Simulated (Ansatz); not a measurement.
**LaSi₂Os₂ in Ansatz, vacancy hop by nudged elastic band**

Launch command:

```bash
ansatz run input.yaml --threads 4 --pin off --max-ram 8192MiB --backend cpu --events-out ev --progress --plain --runs-dir out
```

Input:

```yaml
crystal:
  lattice:
    - [0.0, 8.399788, 0.0]
    - [8.399788, 0.0, 0.0]
    - [2.099947, 2.099947, -5.030921]
  atoms:
    - { symbol: Os, position: [0.37823429, 0.12912666, 0.49582792] }
    - { symbol: Os, position: [0.12115695, 0.3749255, 0.50322207] }
    - { symbol: Si, position: [0.18233799, 0.1881238, 0.25330481] }
    - { symbol: Si, position: [0.30687332, 0.31148827, 0.75155054] }
    - { symbol: Os, position: [0.37302364, 0.62381071, 0.50253164] }
    - { symbol: Os, position: [0.12272515, 0.87554622, 0.50420358] }
    - { symbol: Si, position: [0.18791799, 0.68769428, 0.25023531] }
    - { symbol: Si, position: [0.31555955, 0.81152764, 0.75194756] }
    - { symbol: La, position: [0.00011378, 0.50183868, -0.0017385] }
    - { symbol: Os, position: [0.87516833, 0.12718499, 0.50460881] }
    - { symbol: Os, position: [0.62103694, 0.37532483, 0.50727551] }
    - { symbol: Si, position: [0.68794178, 0.19068091, 0.24709147] }
    - { symbol: Si, position: [0.81358946, 0.31481637, 0.75241587] }
    - { symbol: La, position: [0.50280558, -0.00114444, -0.00198375] }
    - { symbol: Os, position: [0.87478402, 0.62842145, 0.49308796] }
    - { symbol: Os, position: [0.62489009, 0.87542371, 0.50245936] }
    - { symbol: Si, position: [0.68692944, 0.68725427, 0.25029112] }
    - { symbol: Si, position: [0.82104809, 0.8089271, 0.74792636] }
    - { symbol: La, position: [0.50321316, 0.50459731, -0.00510987] }
kpoints:
  mp_grid: { grid: [2, 2, 3] }
magnetization:
  spin_polarized: false
scf:
  occupations: { method: fermi_dirac, width: 0.05 }
hamiltonian:
  pseudopotentials: { kind: paw }
  xc: pbesol
basis:
  ecutwfc: 420
neb:
  images: 3
  relax_end_points: true
  climbing: true
  f_tol: 0.05
  max_iterations: 40
  order_check: false
  final_atoms:
    - { symbol: Os, position: [0.37823429, 0.12912666, 0.49582792] }
    - { symbol: Os, position: [0.12115695, 0.3749255, 0.50322207] }
    - { symbol: Si, position: [0.18233799, 0.1881238, 0.25330481] }
    - { symbol: Si, position: [0.30687332, 0.31148827, 0.75155054] }
    - { symbol: Os, position: [0.37302364, 0.62381071, 0.50253164] }
    - { symbol: Os, position: [0.12272515, 0.87554622, 0.50420358] }
    - { symbol: Si, position: [0.18791799, 0.68769428, 0.25023531] }
    - { symbol: Si, position: [0.31555955, 0.81152764, 0.75194756] }
    - { symbol: La, position: [0.00011378, 0.50183868, -0.0017385] }
    - { symbol: Os, position: [0.87516833, 0.12718499, 0.50460881] }
    - { symbol: Os, position: [0.62103694, 0.37532483, 0.50727551] }
    - { symbol: Si, position: [0.68794178, 0.19068091, 0.24709147] }
    - { symbol: Si, position: [0.81358946, 0.31481637, 0.75241587] }
    - { symbol: La, position: [0.99516509, -0.0028851, 0.00346306] }
    - { symbol: Os, position: [0.87478402, 0.62842145, 0.49308796] }
    - { symbol: Os, position: [0.62489009, 0.87542371, 0.50245936] }
    - { symbol: Si, position: [0.68692944, 0.68725427, 0.25029112] }
    - { symbol: Si, position: [0.82104809, 0.8089271, 0.74792636] }
    - { symbol: La, position: [0.50321316, 0.50459731, -0.00510987] }
```

Origin of the cell: a database entry, scaled a little.

The cell is 2×2×1 cells of LaSi2Os2 with one La taken out; atom 14 (La) hops into the empty site, 4.15 Å away before the end points are relaxed. All atoms were shaken by about 0.02 Å first.

Output (shortened):

```
SCF iter   1: F=—  HF=-113472.540485 eV  Δρ=4.97e-3  dr2=1.57e-1  defer=19
SCF iter   2: F=—  HF=-113472.536054 eV  Δρ=3.30e-3  dr2=1.06e-1  defer=60
SCF iter   3: F=—  HF=-113472.518242 eV  Δρ=4.92e-4  dr2=2.08e-3  defer=60
[… 2 lines left out …]
SCF iter   6: F=—  HF=-113472.518481 eV  Δρ=1.82e-5  dr2=1.76e-6  defer=59
SCF iter   7: F=—  HF=-113472.518482 eV  Δρ=6.42e-6  dr2=2.92e-7  defer=59
SCF iter   8: F=-113472.518482 eV  HF=-113472.518482 eV  Δρ=1.76e-6  dr2=1.68e-8
NEB iter   1: max|band force component| = 4.261e0 eV/Å  barrier→ = 6.4614 eV  barrier← = 6.4614 eV  Δτ_max = 0.2000 Å  (44 SCF iters)
NEB iter   2: max|band force component| = 8.758e-1 eV/Å  barrier→ = 4.1676 eV  barrier← = 4.1677 eV  Δτ_max = 0.0784 Å  (27 SCF iters)
NEB iter   3: max|band force component| = 2.445e-1 eV/Å  barrier→ = 3.9585 eV  barrier← = 3.9585 eV  CI = image 2  Δτ_max = 0.0372 Å  (24 SCF iters)
NEB iter   4: max|band force component| = 6.222e-2 eV/Å  barrier→ = 3.9381 eV  barrier← = 3.9381 eV  CI = image 2  Δτ_max = 0.0096 Å  (21 SCF iters)
NEB iter   5: max|band force component| = 2.386e-2 eV/Å  barrier→ = 3.9367 eV  barrier← = 3.9367 eV  CI = image 2  Δτ_max = 0.0000 Å  (17 SCF iters)
--- NEB band (5 images, 5 band iterations, 133 SCF iterations, 78 more in tests of the images' electronic states and relaxations of end points) ---
  forward barrier  = 3.936718 eV
  backward barrier = 3.936736 eV
  lagrangian_above_aufbau_ev (what the smearing adds, to first order; not taken off the barriers): saddle image -0.021428 eV, end points -0.032740 and -0.032685 eV
  climbing image's point = of an order that was not read
  energies are F+E_penalty+E_count in eV, relative to image 0
  image     s (Å)  Δ vs image 0  max|band force component| (eV/Å)
      0    0.0000      0.000000                                 —
      1    1.1054      1.930866                          1.234e-2
  *   2    2.2107      3.936718                          2.386e-2
      3    3.3160      1.931044                          1.227e-2
      4    4.4213     -0.000018                                 —
```

The converged band:

| image | path over all atoms (Å) | ΔF (eV) | La x | y | z (Å) |
| --- | --- | --- | --- | --- | --- |
| 0 | 0.00 | 0.000 | 0.01 | 4.20 | 0.00 |
| 1 | 1.11 | 1.931 | 0.02 | 5.20 | -0.01 |
| 2 | 2.21 | 3.937 | 0.01 | 6.30 | 0.00 |
| 3 | 3.32 | 1.931 | -0.01 | 7.40 | 0.01 |
| 4 | 4.42 | 0.000 | 0.01 | 8.40 | 0.00 |

Highest image (2), forces in eV/Å:

```xyz
19
Lattice="0.000 8.400 0.000 8.400 0.000 0.000 2.100 2.100 -5.031" Properties=species:S:1:pos:R:3:forces:R:3 pbc="T T T" image=2
Os    2.126    4.150   -2.597    0.007   -0.005    0.000
Os    4.209    2.145   -2.460    0.014    0.022    0.007
Si    2.086    2.147   -1.303    0.001    0.007    0.008
Si    4.192    4.131   -3.813    0.003   -0.002    0.006
Os    6.306    4.154   -2.577   -0.014   -0.022   -0.007
Os    8.390    2.148   -2.440   -0.007    0.005    0.000
Si    6.324    2.168   -1.224   -0.003    0.002   -0.006
Si    8.429    4.152   -3.734   -0.001   -0.007   -0.008
La    4.198   -0.022   -0.006    0.008    0.004    0.006
Os    2.116    8.427   -2.440   -0.004   -0.003   -0.003
Os    4.200    6.275   -2.760    0.014    0.005    0.006
Si    2.272    6.238   -1.594   -0.024   -0.009   -0.006
Si    4.409    8.481   -3.514   -0.008   -0.010   -0.006
La    0.008    6.299   -0.003    0.000    0.000    0.000
Os    6.315    8.423   -2.277   -0.014   -0.005   -0.006
Os    8.399    6.271   -2.597    0.004    0.003    0.003
Si    6.106    6.218   -1.523    0.008    0.010    0.006
Si    8.243    8.460   -3.444    0.024    0.009    0.006
La    4.217    4.221    0.000   -0.008   -0.004   -0.006
```

Barrier of this path: 3.94 eV forwards, 3.94 eV backwards, after 5 band iterations.

Caveats: no moments, though an odd count or open d shells may carry them; no spin-orbit coupling, though heavy elements are present; the k mesh is coarse if the cell is a metal; a small cell with a neutral vacancy and no spin, whose shape can make like sites unlike; the cell is held at a rescaled volume, and strain moves barriers; the hop was drawn among near neighbours and need not be the easiest path; few images and a loose tolerance, and neither the top nor the ends were tested for their order.

It ran for 6 min on 4 threads of Arm Neoverse V1, with other jobs on the host, peak memory 2.1 GiB, from the program's own first density.
